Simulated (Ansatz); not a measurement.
AlGaC4N4: relaxation step by step

Recipe of this trial structure of AlGaC4N4: stacked square cyanide-bridged sheets (C2/m, No. 12). The dimensions are guesses.

```
CELL_PARAMETERS angstrom
4.50290 -5.03000 0.00000
4.50290 5.03000 0.00000
-1.69350 0.00000 4.17231
ATOMIC_POSITIONS crystal
Al 0.00000 0.00000 0.00000
Ga 0.50000 0.50000 0.00000
C 0.18638 0.81362 0.00000
C 0.81362 0.18638 0.00000
C 0.18638 0.18638 0.37276
C 0.81362 0.81362 0.62724
N 0.30268 0.69732 0.00000
N 0.69732 0.30268 0.00000
N 0.30268 0.30268 0.60537
N 0.69732 0.69732 0.39463
```

Level of theory: Ansatz, DFT PBE, scalar-relativistic, plane waves, PAW. Cutoff 420 eV, Gaussian smearing, Γ-centred meshes. Cell and atoms relax first on a coarse mesh and then on a finer one. In between, the cell is made exact in the group found at 0.06 Å. In metals the finer mesh still leaves noise of several meV/atom or more. The steps can't lower the symmetry of their start. No spin polarisation in the relaxation; trial moments died out in a coarse test.

Steps on the 4×4×4 mesh (10 atoms, 30 steps). The free energy counts from the last step; some steps are skipped; the plane-wave basis is renewed at times, which shifts energy and pressure.

```
step  ΔF (meV/atom)  V (Å³/atom)  P (GPa)  largest force component (eV/Å)
   1          272.8        18.90     3.49                           1.789
   4          215.5        19.37    -0.16                           0.127
   7          210.6        18.54     0.04                           0.087
  11          169.1        16.43    -1.07                           2.254
  14           95.8        14.63     3.37                           4.607
  17           68.7        14.72     0.35                           0.388
  20           18.5        13.94     0.44                           0.621
  24            2.0        13.82     0.48                           0.097
  27            2.0        13.88     0.00                           0.001
  30            0.0        13.89     0.02                           0.007
```

The relaxed structure, after a last relaxation on the converged mesh:

```cif
data_structure
_symmetry_space_group_name_H-M 'P 1'
_symmetry_Int_Tables_number 1
_cell_length_a 6.7716
_cell_length_b 6.7716
_cell_length_c 3.1115
_cell_angle_alpha 90.000
_cell_angle_beta 90.000
_cell_angle_gamma 105.281
_cell_volume 137.64
loop_
_atom_site_label
_atom_site_type_symbol
_atom_site_fract_x
_atom_site_fract_y
_atom_site_fract_z
_atom_site_occupancy
Al1 Al 0.00000 0.00000 0.00000 1
Ga1 Ga 0.50000 0.50000 0.00000 1
C1 C 0.19486 0.80514 0.00000 1
C2 C 0.80514 0.19486 0.00000 1
C3 C 0.18333 0.18333 0.50000 1
C4 C 0.81667 0.81667 0.50000 1
N1 N 0.30299 0.69701 0.00000 1
N2 N 0.69701 0.30299 0.00000 1
N3 N 0.33167 0.33167 0.50000 1
N4 N 0.66833 0.66833 0.50000 1
```

The symmetry goes from C2/m (No. 12) to Cmmm (No. 65). The volume per atom shrinks by 27.2 %, from 18.9 to 13.8 Å³. The shortest distance goes from 1.17 Å (C–N) to 1.16 Å (C–N). The energy falls by about 0.28 eV/atom (the start's value is from the coarse mesh). The end is written in a standard setting, so origin, axes and order of atoms can differ from the start's. Around Al lie 6 C at 2.10–2.17 Å; around Ga lie 6 N at 2.08–2.12 Å; C on a site of symmetry m2m is surrounded by 1 N at 1.16 Å and 1 Al at 2.10 Å; N on a site of symmetry m2m is surrounded by 1 C at 1.16 Å and 1 Ga at 2.12 Å; 2 more sites not described.

| Quantity | Value |
| --- | --- |
| Volume per atom | 13.76 Å³ |
| Density | 2.42 g/cm³ |
| Energy over the elements | +0.31 eV/atom |
| Gap on the 6×6×12 mesh of the 10-atom cell | 0 eV (a metal) |

Energies over the elements count from the elements' standard structures at the same level (N₂ as a molecule), with no fitted energy shifts.

The last run used Gaussian smearing of 0.10 eV. The reference form of C is held partly by dispersion forces, which this level lacks. A structure relaxed within its symmetry needn't be a true minimum. In all, the 4 runs took 9.3 min on 1 thread of Intel(R) Xeon(R) Platinum 8259CL CPU @ 2.50GHz (Skylake/Cascade Lake), on a shared host.
